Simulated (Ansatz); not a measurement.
Mg (bcc type), DFT, LDA, norm-conserving pseudopotentials, Ansatz's default files, scalar-relativistic (Ansatz 0.2.0), on 1 thread of Arm Neoverse V1 (shared host).

Command: `ansatz run input.yaml --threads 1 --pin off --max-ram 2048MiB --backend cpu --events-out ev --progress --plain --runs-dir out`

```yaml
crystal:
  lattice:
    - [-1.7538825703, 1.7538825703, 1.7538825703]
    - [1.7538825703, -1.7538825703, 1.7538825703]
    - [1.7538825703, 1.7538825703, -1.7538825703]
  atoms:
    - { symbol: Mg, position: [0.0, 0.0, 0.0] }
kpoints:
  mp_grid: { grid: [15, 15, 15] }
scf:
  occupations: { method: fermi_dirac, width: 0.08 }
hamiltonian:
  xc: lda
  pseudopotentials: { kind: nc }
output:
  forces: true
  stress: true
  eigenvalues: true
```

(1) How large is the problem that the program sets up?

(2) About how long does it take?

Results:

(1) 120 irreducible k-points, 1865 plane waves at Γ, 9 bands.

(2) 5.2 s of wall time for 6 SCF iterations. Times on shared machines scatter by tens of per cent.
